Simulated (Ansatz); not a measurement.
Input:

GaAu:
```cif
data_Au4Ga4
_chemical_formula_sum 'Ga4 Au4'
_space_group_name_H-M_alt 'Pnma'
_space_group_IT_number 62
_space_group_name_Hall '-P 2ac 2n'
_cell_length_a 6.14760
_cell_length_b 3.66032
_cell_length_c 6.31128
_cell_angle_alpha 90.000
_cell_angle_beta 90.000
_cell_angle_gamma 90.000
loop_
_space_group_symop_operation_xyz
  'x, y, z'
  '-x, -y, -z'
  '-x+1/2, -y, z+1/2'
  'x+1/2, y, -z+1/2'
  'x+1/2, -y+1/2, -z+1/2'
  '-x+1/2, y+1/2, z+1/2'
  '-x, y+1/2, -z'
  'x, -y+1/2, z'
loop_
_atom_site_label
_atom_site_type_symbol
_atom_site_symmetry_multiplicity
_atom_site_Wyckoff_symbol
_atom_site_fract_x
_atom_site_fract_y
_atom_site_fract_z
_atom_site_occupancy
Ga1 Ga 4 c 0.17889 0.25000 0.42339 1
Au1 Au 4 c 0.00526 0.25000 0.81189 1
```

This is the r²SCAN-relaxed structure.

All from r²SCAN (plane waves, PAW; program Ansatz), unless another level is named. Predict the formation energy from the elements (no fitted shifts).

-0.22 eV/atom.

And the density of states at the Fermi level?

0.25 states/eV per atom (mean over ±0.08 eV).

The first step of the workflow began from a Materials Project structure, measured or hypothetical; the Crystallography Open Database files this formula in space group No. 62, but the cells were not matched. Whether it is the stable phase at ambient conditions was not checked. The r²SCAN relaxation kept the symmetry of its start; whether a distortion lowers the energy is not shown. The references are the lowest solids computed at this level, not always the standard phases. Scalar-relativistic: spin–orbit coupling is off unless named, which matters more the heavier the elements.

Potentials: the earlier of the program's two PAW sets.
